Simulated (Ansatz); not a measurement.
An Ansatz run on SiGe5N8 on the sites of β-Si3N4 (relaxed group Pm) left the output below. The cell was relaxed beforehand with r2SCAN.

The cell:
```xyz
14
Lattice="7.9730 0.0000 -0.0107 0.0000 3.0498 0.0000 -3.9958 0.0000 6.9076" Properties=species:S:1:pos:R:3 pbc="T T T"
Ge    1.4311    1.5249    5.7501
Si    5.6510    0.0000    1.6110
Ge    3.7346    0.0000    4.0780
Ge    0.2063    1.5249    2.7766
Ge   -1.6864    1.5249    5.2884
Ge    2.5754    0.0000    1.1868
N     0.0006    1.5249    4.6012
N     4.0483    0.0000    2.2738
N     2.8719    1.5249    4.6005
N     1.4924    0.0000    6.7814
N    -2.5692    0.0000    4.8349
N     6.4524    1.5249    2.0549
N     1.0714    0.0000    2.2486
N     2.5608    1.5249    0.1923
```

Main lines of the log:
```
scf.n_extra_bands = 7 over 57 filled bands (N_el = 114.0): the run solves 64 bands
Functional definition: HSE06
Crystal: 14 atoms, lattice volume = 167.837 Å³
Basis set: ecut = 420 eV, 3293 PW (Γ)
Bands: 64, of which v1, the nominal top of the filled ones, is band 57 counted from 1 (56 counted from 0)
Symmetry: 2 space group operations
Space group: Pm (ITA 6)
k-points: 16 of 24
[warm-up without exact exchange]
SCF 1 stopped early in 3 iterations: F = -25185.048410 eV  dr2 = 4.64e-4
[exact exchange on]
Exchange kernel: α = 0.2500, screened, ω = 0.2079 Å⁻¹, Wigner–Seitz truncation, v(0) = 1034.3430 eV·Å³, q-mesh 2×6×2
preconditioner: auto → none  [insulator: Δε(μ)=4.078 eV  ℏωp=30.6 eV]
SCF 2 stopped early in 8 iterations: F = -25190.000865 eV  dr2 = 3.31e-6
hybrid outer 1: dexx = +5.354e-2 eV, tail = 2.26e-4 eV
SCF 3 converged in 5 iterations: F = -25190.000730 eV  dr2 = 6.77e-9
hybrid outer 2: dexx = +1.543e-6 eV, tail = 7.30e-8 eV, Δε = 1.95e-3 eV, ΔF = 3.59e-3 eV/Å
hybrid SCF converged: 2 outer / 13 inner (+3 warm-up)
Free energy (F): -25190.000730 eV
Fermi energy:    7.895482 eV
--- Per-component energies (eV) ---
  E_band       = -923.826830
  E_kinetic    = 1664.994709
  E_local      = -14840.717315
  E_nonlocal   = 2505.561674
  E_hartree    = 6388.330261
  E_xc         = -737.029466
  E_vxc        = -787.196614
  E_exx        = -391.397232
  E_paw        = -11449.716049
  E_vpaw       = -1460.334870
  E_ewald      = -8327.966087
  E_core_change = -2.063158
--- Forces (eV/Å), atoms counted from 1 ---
  atom   1  Ge    -0.00843      0.00000      0.02333
  atom   2  Si    -0.03996      0.00000    -0.00167
  atom   3  Ge      0.01138      0.00000    -0.01141
  atom   4  Ge      0.00405      0.00000      0.01876
  atom   5  Ge      0.00541      0.00000    -0.01238
  atom   6  Ge      0.03030      0.00000    -0.01641
  atom   7  N       0.00151      0.00000    -0.00284
  atom   8  N     -0.03820      0.00000      0.01649
  atom   9  N       0.03483      0.00000    -0.00277
  atom  10  N       0.00054      0.00000    -0.06568
  atom  11  N       0.02040      0.00000      0.02289
  atom  12  N       0.03615      0.00000    -0.00672
  atom  13  N     -0.03530      0.00000      0.00796
  atom  14  N     -0.02275      0.00000      0.03044
--- Stress (GPa, compression-positive) ---
       -0.680027       0.000000       0.017360
        0.000000      -0.599698       0.000000
        0.017359       0.000000      -0.668747
  P = ⅓ Tr σ = -0.6495 GPa (-6.495 kbar)
--- Band table (eV; the first three rows and the last of 16) ---
  k-point 0: bands = […, 6.9216, 7.0762, 7.1039, 7.4235, 7.6238, 7.8955, 11.9962, 13.1179, 13.1903, 13.4314, …]
  k-point 1: bands = […, 6.1366, 6.6014, 6.6685, 7.3835, 7.7244, 7.8626, 13.0219, 13.3520, 13.4579, 13.6176, …]
  k-point 2: bands = […, 6.7394, 6.8024, 6.9636, 6.9893, 7.0377, 7.8573, 13.2011, 14.0037, 14.4207, 15.0343, …]
  k-point 15: bands = […, 6.2399, 6.3006, 6.6132, 6.6629, 6.8392, 6.9448, 13.5131, 13.7642, 14.4598, 14.5633, …]
```

bands.tsv, columns around the gap (it counts bands from 0):
```tsv
# k_distance	band_52	band_53	band_54	band_55	band_56	band_57	band_58	band_59	band_60
# fermi_ev = 7.895482
# [0, 0, 0] at k_distance = 0.000000
# [0, 0.5, 0] at k_distance = 1.030095
# [0.5, 0.5, -0.5] at k_distance = 1.484594
# [0.5, 0, -0.5] at k_distance = 2.514689
# [0.5, 0, 0] at k_distance = 2.969844
# [0.5, 0.5, 0] at k_distance = 3.999939
# [0, 0.5, 0.5] at k_distance = 4.454438
# [0, 0, 0.5] at k_distance = 5.484533
# levels_relative_to = fermi_ev
0.000	-0.819	-0.792	-0.472	-0.272	0.000	4.101	5.222	5.295	5.536
1.030	-1.458	-1.338	-1.322	-1.289	-1.201	5.735	5.797	5.935	6.068
1.485	-1.595	-1.282	-1.233	-1.056	-0.951	5.618	5.869	6.564	6.668
2.515	-1.265	-1.096	-0.579	-0.186	-0.017	5.050	5.413	5.520	5.691
2.970	-1.205	-1.172	-0.535	-0.200	-0.018	4.852	5.350	5.655	5.769
4.000	-1.715	-1.332	-1.245	-0.943	-0.882	5.342	5.578	6.642	6.990
4.454	-1.649	-1.270	-1.269	-0.966	-0.916	5.420	5.656	6.645	6.658
5.485	-1.294	-1.227	-0.512	-0.171	-0.033	5.126	5.457	5.562	5.722
```
In order the rows are Γ, Z, D, B, A, E, C₂, Y₂.

Problem. What input produced it? Give the YAML.

Solution.
```yaml
crystal:
  # lattice and atoms as above
kpoints:
  mp_grid: { grid: [2, 6, 2] }
  band_path:
    path:
      - [0.0, 0.0, 0.0]
      - [0.0, 0.5, 0.0]
      - [0.5, 0.5, -0.5]
      - [0.5, 0.0, -0.5]
      - [0.5, 0.0, 0.0]
      - [0.5, 0.5, 0.0]
      - [0.0, 0.5, 0.5]
      - [0.0, 0.0, 0.5]
    npoints: 1
hamiltonian:
  xc: hse06
scf:
  occupations: { method: fixed }
  n_extra_bands: 7
output:
  forces: true
  stress: true
  eigenvalues: true
```
The exchange loop and the term E_exx show exact exchange. A single point prints forces and stress when the output block asks for them. Keys that aren't typed take their defaults; thresholds and the kind of smearing can't be read off these lines.

Wall time 85 s on 1 × NVIDIA H100 80GB HBM3 with 2 threads of AMD EPYC 7R13 Processor (Zen 3) (shared host), load about 0.8 per core; peak host memory 2.5 GiB.

Simulation only: spin-unpolarised, and no claim that this is the phase found in nature.

The runs are scalar-relativistic, without spin-orbit coupling.

The program warns that its thresholds are loose for a hybrid's stress.

The meshes of the hybrids are coarse, so their gaps aren't converged to the digits shown.
